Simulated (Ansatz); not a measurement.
Ba:
```xyz
2
Lattice="0.0000 3.7820 3.7820 3.7820 0.0000 3.7820 3.7820 3.7820 0.0000" Properties=species:S:1:pos:R:3 pbc="T T T"
Ba     0.0000     0.0000     0.0000
Ba     1.8910     1.8910     1.8910
```

Relaxed with r²SCAN.

Problem. Map the electron localisation function on the plane through (0.000, 0.000, 0.000) spanned by u = [1, 0, 0] and v = [-1, 1, 1] in lattice vectors, from DFT-r²SCAN in the program Ansatz with PAW potentials.

Solution. x is the fraction of u, y of v (the angle between them is 90°; rows are the nearest grid lines); atoms in the plane: Ba at (0.00, 0.00), Ba at (0.50, 0.25).
```
y \ x   0.000  0.0741  0.185  0.259  0.370  0.444  0.556  0.630  0.741  0.815  0.926   1.00
------  -----  ------  -----  -----  -----  -----  -----  -----  -----  -----  -----  -----
1.00    0.000   0.162  0.842  0.371  0.075  0.121  0.121  0.075  0.371  0.842  0.162  0.000
0.921   0.696   0.814  0.693  0.197  0.166  0.389  0.389  0.166  0.197  0.693  0.814  0.696
0.842   0.712   0.613  0.168  0.094  0.357  0.541  0.541  0.356  0.094  0.168  0.612  0.712
0.763   0.126   0.124  0.185  0.344  0.547  0.593  0.593  0.547  0.344  0.185  0.124  0.126
0.684   0.395   0.431  0.568  0.639  0.636  0.603  0.603  0.636  0.639  0.568  0.430  0.395
0.605   0.573   0.601  0.674  0.683  0.600  0.534  0.534  0.600  0.683  0.674  0.601  0.573
0.526   0.597   0.605  0.584  0.499  0.300  0.223  0.223  0.300  0.499  0.584  0.605  0.597
0.474   0.597   0.579  0.420  0.229  0.116  0.133  0.133  0.116  0.229  0.420  0.579  0.597
0.395   0.573   0.490  0.142  0.100  0.523  0.760  0.760  0.522  0.100  0.142  0.490  0.573
0.316   0.395   0.299  0.094  0.365  0.845  0.653  0.647  0.845  0.365  0.094  0.299  0.395
0.237   0.126   0.103  0.079  0.538  0.823  0.032  0.031  0.823  0.538  0.079  0.103  0.126
0.158   0.712   0.623  0.096  0.157  0.859  0.851  0.851  0.860  0.155  0.097  0.623  0.712
0.0789  0.696   0.836  0.736  0.118  0.234  0.521  0.522  0.233  0.119  0.737  0.836  0.696
0.000   0.000   0.162  0.842  0.371  0.075  0.121  0.121  0.075  0.371  0.842  0.162  0.000
```

The density is the valence pseudo-density with augmentation charge, so density and ELF within about 1 Å of a nucleus are not all-electron values.

Space group Fd-3m (diamond). The start of the workflow was typed in or built on a structure type; neither database checked (COD, Materials Project) lists it. It is not the phase usual at ambient conditions (space group No. 229). Symmetry was held in the r²SCAN relaxation. At this level the phase is mechanically unstable. The volume moved by -46 % from the start of the relaxation. Spin–orbit coupling is left out wherever it is not named.

Potentials: the later of the program's two PAW sets.
